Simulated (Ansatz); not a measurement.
Data:

CdS (wurtzite)

```yaml
crystal:
  lattice:
    - [4.16356, 0.00000, 0.00000]
    - [-2.08178, 3.60575, 0.00000]
    - [0.00000, 0.00000, 6.76722]
  atoms:
    - { symbol: Cd, position: [0.66667, 0.33333, 0.00099] }
    - { symbol: Cd, position: [0.33333, 0.66667, 0.50099] }
    - { symbol: S, position: [0.66667, 0.33333, 0.62421] }
    - { symbol: S, position: [0.33333, 0.66667, 0.12421] }
```

E(V) scan at fixed shape, V₀ the volume above. The atoms relax within the cell's symmetry.

Computed with r2SCAN (plane waves to 500 eV, PAW, scalar-relativistic; Ansatz, an electronic-structure program). k mesh 9×9×5 (Γ-centred), Fermi-Dirac smearing 0.05 eV. The energy includes the smearing's −TS. Compression counts positive. With the shape held, the modulus is that of even scaling; a crystal free to change shape is softer. CdS was relaxed with its symmetry unable to fall. The zero of ΔE is the relaxed starting cell.

The scan covers V/V₀ from 0.840 to 1.160 in 9 points.

Question: What is ΔE at V/V₀ = 0.840?

Answer: 167.9 meV/atom.

Question: What pressure does the cell carry at V/V₀ = 0.840?

Answer: 15.5 GPa.

Question: What is ΔE at V/V₀ = 1.160?

Answer: 93.3 meV/atom.

(A scan under strain: stresses follow from slopes of the energy per volume, elastic moduli from its curvatures.)
